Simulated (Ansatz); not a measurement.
A: GaCuSe2 (chalcopyrite), a = b = 5.672 Å, c = 11.263 Å, α = β = γ = 90.00°
B: Ga₂O₃ (beta-Ga2O3 type, space group C2/m), a = 12.456 Å, b = 3.083 Å, c = 5.877 Å, α = 90.00°, β = 103.70°, γ = 90.00°
C: MoSi$_{2}$ (MoSi2 type, space group I4/mmm), a = b = 3.217 Å, c = 7.873 Å, α = β = γ = 90.00°
D: Te (trigonal-Te type, space group P3_121), a = 4.5211 Å, b = 4.5211 Å, c = 5.9549 Å, α = 90.00°, β = 90.00°, γ = 120.00°

Scan: energy against volume (even scaling of the relaxed cell, symmetry kept). One method and one kind of scan serve all of them; meshes and ranges differ. All were relaxed with their symmetry unable to fall. At this level the bands of GaCuSe2 touch or barely overlap; measurements give the solid a gap. GaCuSe2 is run without spin polarisation. MoSi2 is run without spin polarisation. Spin-orbit coupling is left out. The PAW data are Ansatz's earlier set.

Task: Rank these by bulk modulus at fixed cell shape (fitted) (lowest first), as PBE (plane waves to 420 eV, PAW, scalar-relativistic; Ansatz, a program for electronic structure) gives it.

Result: D (23.2 GPa), A (60.1 GPa), B (157 GPa), C (205 GPa)

(A scan under strain: stresses follow from slopes of the energy per volume, elastic moduli from its curvatures.)
